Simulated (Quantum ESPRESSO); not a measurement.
Space group P4/mbm (No. 127); a = b = 8.6604 Å, c = 6.3612 Å, α = β = γ = 90.00°

```csv
atom,site,symmetry,x,y,z
Sn,2b,4/m..,0.5000,0.5000,0.5000
I,4h,m.2m,0.1934,0.3066,0.5000
I,2a,4/m..,0.0000,0.0000,0.0000
Cs,2d,m.mm,0.0000,0.5000,0.0000
```

The geometry is that of Materials Project entry mp-616378, symmetrised and not relaxed again.

What does PBEsol (pw.x of Quantum ESPRESSO, ONCV potentials, scalar-relativistic) give for the electronic structure near the Fermi level?

The PBEsol gap is direct, 0.48 eV at Z. Without spin-orbit coupling, band edges of such heavy elements can be off by tenths of an eV.
